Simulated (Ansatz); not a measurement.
Ga2Pt (fluorite type, space group Fm-3m)

```
Ga2Pt
1.0
    0.00000     2.96744     2.96744
    2.96744     0.00000     2.96744
    2.96744     2.96744     0.00000
Ga Pt
2 1
Direct
  0.75000   0.75000   0.75000
  0.25000   0.25000   0.25000
  0.00000   0.00000   0.00000
```

This relaxed cell (volume V₀) is scaled evenly in all directions, its shape held. Symmetry pins the atoms to their sites.

Calculation: r2SCAN (plane waves to 500 eV, PAW, scalar-relativistic; Ansatz, a quantum-chemistry and plane-wave program). k mesh 14×14×14 (Γ-centred), Fermi-Dirac smearing 0.05 eV. Compression counts positive. Ga2Pt is run without spin polarisation. Ga2Pt was relaxed with its symmetry unable to fall. Spin-orbit coupling is left out, though Pt is heavy. This is a high-temperature form of Ga2Pt.

At one point of the scan the stress tensor (GPa) is:

```
   11.0      0.0      0.0
    0.0     11.0      0.0
    0.0      0.0     11.0
```

Problem. Which point is it?
(A) V/V₀ = 0.917
(B) V/V₀ = 0.967
(C) V/V₀ = 0.950
(D) V/V₀ = 0.933

Solution. D, V/V₀ = 0.933

(Under strain, the slope of the energy per volume gives the stress and its curvature an elastic modulus.)
